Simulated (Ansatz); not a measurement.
Relax this structure to zero stress and force, keeping its symmetry:

```yaml
crystal:
  lattice:
    - [3.15379, 0.00000, 0.00000]
    - [-1.57689, 2.73126, 0.00000]
    - [0.00000, 0.00000, 12.14329]
  atoms:
    - { symbol: W, position: [0.33333, 0.66667, 0.25000] }
    - { symbol: W, position: [0.66667, 0.33333, 0.75000] }
    - { symbol: S, position: [0.33333, 0.66667, 0.62031] }
    - { symbol: S, position: [0.66667, 0.33333, 0.12031] }
    - { symbol: S, position: [0.33333, 0.66667, 0.87969] }
    - { symbol: S, position: [0.66667, 0.33333, 0.37969] }
```

Theory: Ansatz, DFT LDA, scalar-relativistic, plane waves, PAW.

Settings: cutoff 420 eV, Γ-centred mesh 12×12×4 on the computed 6-atom cell, Gaussian smearing of 0.02 eV; no spin polarisation.

Q: What does it relax to?

A: The volume drops by 0.29 Å³/atom to 17.15 Å³/atom, and the energy falls by 6.0 meV/atom. Final structure:
```
CELL_PARAMETERS angstrom
3.12689 0.00000 0.00000
-1.56345 2.70797 0.00000
0.00000 0.00000 12.14977
ATOMIC_POSITIONS crystal
W 0.33333 0.66667 0.25000
W 0.66667 0.33333 0.75000
S 0.33333 0.66667 0.62143
S 0.66667 0.33333 0.12143
S 0.33333 0.66667 0.87857
S 0.66667 0.33333 0.37857
```

Spin–orbit coupling is left out, which can shift energies with elements as heavy as these. The cell holds layers, and where no dispersion correction was added their binding is poorly described.

Cost: 1 run of about 0.93 core-minutes, on Arm Neoverse V1 (shared hosts).